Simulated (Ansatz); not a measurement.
A crystal relaxed with r2SCAN in the plane-wave code Ansatz has space group I-4m2 (No. 119) and a = 3.904 Å, c = 16.568 Å.

```json
{"atom": "P", "site": "4e", "x": "0.0000", "y": "0.0000", "z": "0.1685"}
{"atom": "Xx", "site": "2c", "x": "0.0000", "y": "0.5000", "z": "0.2500"}
{"atom": "Xx", "site": "4f", "x": "0.5000", "y": "0.0000", "z": "0.4128"}
{"atom": "As", "site": "2b", "x": "0.5000", "y": "0.5000", "z": "0.0000"}
```

r2SCAN gives an indirect gap of 1.74 eV, from Γ to Γ–M (0.60 of the way from Γ); the least direct gap is 1.76 eV at Γ. Least and direct gap differ so little that the kind isn't settled. The lowest empty level at N lies only 24 meV higher, so the place of the conduction bottom isn't settled. The HSE06 gap is indirect, 2.13 eV (Γ to Γ–M (0.67 of the way from Γ)), below the direct gap of 2.18 eV at Γ. The lowest empty level at X lies only 30 meV higher, so the place of the conduction bottom isn't settled. Meshes: r2SCAN 10×10×10, HSE06 6×6×6.

Problem. Which element is Xx?
A. Tl
B. Ga
C. Al
D. In

Solution. B. Xx is Ga: Ga3AsP2 as one 6-atom ordering (I-4m2) on the zincblende lattice. P is surrounded by 4 Ga at 2.37 Å; Ga is surrounded by 4 P at 2.37 Å; Ga is surrounded by 2 P at 2.37 Å and 2 As at 2.43 Å; As is surrounded by 4 Ga at 2.43 Å.

Values at 0 K without nuclear motion; spin polarisation is off, and the phase may be a hypothetical one.

The runs are scalar-relativistic, without spin-orbit coupling.
